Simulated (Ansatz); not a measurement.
TaW₃:
```
CELL_PARAMETERS angstrom
      0.00000     3.15816     3.15816
      3.15816     0.00000     3.15816
      3.15816     3.15816     0.00000
ATOMIC_POSITIONS crystal
  Ta 0.00000 0.00000 0.00000
  W  0.25000 0.25000 0.25000
  W  0.75000 0.75000 0.75000
  W  0.50000 0.50000 0.50000
```

Relaxed with LDA. Special points in fractions of this cell's reciprocal vectors: Γ (0.000, 0.000, 0.000); X (0.500, 0.000, 0.500); U (0.625, 0.250, 0.625); K (0.375, 0.375, 0.750); L (0.500, 0.500, 0.500); W (0.500, 0.250, 0.750).

Q: List the band energies nearest the Fermi level at these points for the program Ansatz at the LDA level (PAW).

A: In eV from the Fermi level; about four levels below and three above (degenerate sets whole), none deeper than 8.9 eV; points with the same levels are listed once.

```json
[
 {"k": "Γ", "below": "-2.33 -2.33 -2.33 -0.56 -0.56 -0.56", "above": "2.75 2.75 3.69 3.69"},
 {"k": "X", "below": "-2.47 -2.17 -0.08 -0.08", "above": "0.34 0.34 1.44 1.44"},
 {"k": "U", "below": "-1.02 -0.96 -0.70 -0.22", "above": "0.88 1.07 1.47"},
 {"k": "L", "below": "-2.56 -2.56 -2.19 -2.19", "above": "2.65 2.65 3.30 3.30"},
 {"k": "W", "below": "-1.55 -1.55 -1.55 -1.17", "above": "1.51 1.72 1.72"}
]
```

Space group Fm-3m. The workflow started from a Materials Project entry (that database holds measured and hypothetical structures alike); the Crystallography Open Database copy checked does not list it. With Ta and W taken as one species the cell has the higher symmetry Im-3m, so it may be an ordered model of a mixed-site phase. Its standing as an ambient phase is unchecked. The LDA relaxation kept the symmetry of its start; its stability against distortions is not shown here. The run is not spin-polarised. Scalar-relativistic: spin–orbit coupling is off unless named, which matters more the heavier the elements.

Potentials: the later of the program's two PAW sets.
